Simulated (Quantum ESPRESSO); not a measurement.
```cif
data_Br4K2Pt
_chemical_formula_sum 'K2 Br4 Pt1'
_space_group_name_H-M_alt 'P4/mmm'
_space_group_IT_number 123
_space_group_name_Hall '-P 4 2'
_cell_length_a 7.40551
_cell_length_b 7.40551
_cell_length_c 4.36523
_cell_angle_alpha 90.000
_cell_angle_beta 90.000
_cell_angle_gamma 90.000
loop_
_atom_site_label
_atom_site_type_symbol
_atom_site_symmetry_multiplicity
_atom_site_Wyckoff_symbol
_atom_site_fract_x
_atom_site_fract_y
_atom_site_fract_z
_atom_site_occupancy
K1 K 2 e 0.00000 0.50000 0.50000 1
Br1 Br 4 j 0.23427 0.23427 0.00000 1
Pt1 Pt 1 a 0.00000 0.00000 0.00000 1
```

The geometry is that of Materials Project entry mp-27243, symmetrised and not relaxed again.

Task: What does PBEsol (pw.x of Quantum ESPRESSO, ONCV potentials, without SOC) give for the electronic structure near the Fermi level?

Result: The PBEsol gap is indirect, 1.38 eV, from X to M; the smallest direct gap is 1.42 eV. Spin-orbit coupling is left out, which matters for elements this heavy: edges can move by tenths of an eV.

The structure is a Materials Project entry; no match was found in the copy of COD used, and its stability was not checked.
